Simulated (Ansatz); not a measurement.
Given:

Mo (bcc, W type)

```xyz
2
Lattice="-3.1506 3.1506 3.1506 1.5753 -1.5753 1.5753 1.5753 1.5753 -1.5753" Properties=species:S:1:pos:R:3 pbc="T T T"
Mo     0.0000     0.0000     0.0000
Mo    -1.5753     1.5753     1.5753
```

A phonon eigenvector at N = (0.5, 0.0, 0.0) is frozen into this cell: atom i moves by Q times the vector below, so Q is the largest atomic displacement, in Å. The cell is held. (q is in reciprocal vectors of the primitive cell; the cell shown is doubled to hold the pattern.)

| atom | x | y | z |
|---|---|---|---|
| Mo1 | 1.000 | 0.000 | 0.000 |
| Mo2 | -1.000 | 0.000 | 0.000 |

Calculation: r2SCAN (plane waves to 500 eV, PAW, scalar-relativistic; Ansatz, an electronic-structure program). k mesh 21×21×21 (Γ-centred), Fermi-Dirac smearing 0.05 eV. E stands for the smeared free energy. With partly filled bands, energies and forces of such displacements shift with the k mesh and the smearing. Mo is run without spin polarisation. Mo was relaxed with its symmetry unable to fall. The zero of ΔE is the undisplaced structure.

The scan covers Q from -0.180 to 0.180 Å in 13 points.

### Question
Which space group does the distorted structure have?

### Answer
Cmcm (No. 63), lowered from Im-3m.

### Question
Is this a single well or a double well?

### Answer
A single well with its minimum at or next to zero displacement.

### Question
What is the energy change at Q = 0.180 Å?

### Answer
295 meV/cell.

### Question
What harmonic wavenumber does the curvature at Q = 0 give?

### Answer
139 cm⁻¹.

(For displaced atoms, the force is minus the slope of the energy, and its curvature is a force constant, which sets phonon frequencies.)
